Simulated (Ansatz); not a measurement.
## AlNi$_{3}$: do energies and stresses tell the same story?

All numbers below come from DFT r2SCAN, scalar-relativistic, plane waves, PAW in Ansatz 0.2.0.

Settings: cutoff 500 eV, Γ-centred mesh 14×14×14 on the computed 4-atom cell, Gaussian smearing of 0.10 eV; no spin polarisation.

Relaxed cell: Fm-3m, a = 5.604 Å, b = 5.604 Å, c = 5.604 Å, α = 90.00°, β = 90.00°, γ = 90.00°, 4 atoms in the primitive cell. Whether it is the stable form of this composition wasn't checked.

Energies at zero smearing and pressures from the stress tensor, at volumes with shape and atoms relaxed:
| V (Å³/atom) | E − E(first) (meV/atom) | P (GPa) |
| --- | --- | --- |
| 9.678 | 0.00 | 34.29 |
| 10.008 | -59.05 | 23.45 |
| 10.338 | -97.57 | 14.29 |
| 10.668 | -118.72 | 6.55 |
| 10.998 | -125.19 | -0.01 |
| 11.328 | -119.22 | -5.55 |
| 11.658 | -102.74 | -10.25 |
| 12.098 | -67.16 | -15.40 |

**Question.** Check P = −dE/dV between neighbouring volumes, and get the bulk modulus from the pressures alone.

**Answer.** With 1 eV/Å³ = 160.2 GPa:
```tsv
middle V (Å³/atom)	−ΔE/ΔV (GPa)	mean P (GPa)
9.843	28.676	28.871
10.173	18.702	18.872
10.503	10.272	10.421
10.833	3.142	3.272
11.163	-2.898	-2.779
11.493	-8.006	-7.901
11.878	-12.957	-12.822
```

The two differ by 0.19 GPa at most. The mean of two end pressures misses the average over a step by about ΔV² P″/12, up to 0.15 GPa here; with that taken off 0.04 GPa remains. The stress is the derivative of the free energy, not of the energy at zero smearing, and with free energies 0.00 GPa remains. Around V = 10.998 Å³/atom, the two neighbours give B = −V ΔP/ΔV = 10.998 × 12.10 / 0.660 = 201.7 GPa, against B0 = 200.8 GPa from the Birch–Murnaghan fit of the energies.

A ferromagnetic start lost its moments in a first run, so spin was left out; other magnetic orders weren't tried.